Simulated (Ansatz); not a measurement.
Pt (Fm-3m), two-dimensional strain map

These are results of Ansatz, DFT PBEsol, scalar-relativistic, plane waves, PAW, not measurements. The runs took a 420 eV cutoff, a Γ-centred 20×20×20 mesh and Gaussian smearing (0.15 eV). Spin–orbit coupling is left out, which can shift energies with elements as heavy as these. No spin polarisation. Energies are free energies at this smearing, counted from the undisturbed cell; pressure is positive in compression.

Zero of the scan (as given, not relaxed at this level; it stands at 0.6 GPa):

```yaml
crystal:
  lattice:
    - [0.00000, 1.95790, 1.95790]
    - [1.95790, 0.00000, 1.95790]
    - [1.95790, 1.95790, 0.00000]
  atoms:
    - { symbol: Pt, position: [0.00000, 0.00000, 0.00000] }
```

The cell is strained by p along both x and y and by q along z, fractional coordinates fixed. Points are written (p, q).

p was sampled at -0.050, -0.025, 0.000, 0.025, 0.050 and q at -0.050, -0.025, 0.000, 0.025, 0.050.

Q: Where on the computed points is the energy highest, and how high?

A: At (-0.050, -0.050): 389.8 meV/atom.

Q: Away from (0, 0), which computed point is lowest?

A: (0.000, 0.025): 8.6 meV/atom.

The map, in meV/atom:

| p \ q | -0.050 | -0.025 | 0.000 | 0.025 | 0.050 |
| --- | --- | --- | --- | --- | --- |
| -0.050 | 389.8 | 266.6 | 179.3 | 122.7 | 91.8 |
| -0.025 | 166.4 | 89.4 | 42.3 | 21.0 | 21.4 |
| 0.000 | 49.2 | 12.5 | 0.0 | 8.6 | 35.3 |
| 0.025 | 14.9 | 12.7 | 30.1 | 64.3 | 113.0 |
| 0.050 | 45.1 | 72.2 | 114.9 | 170.9 | 238.1 |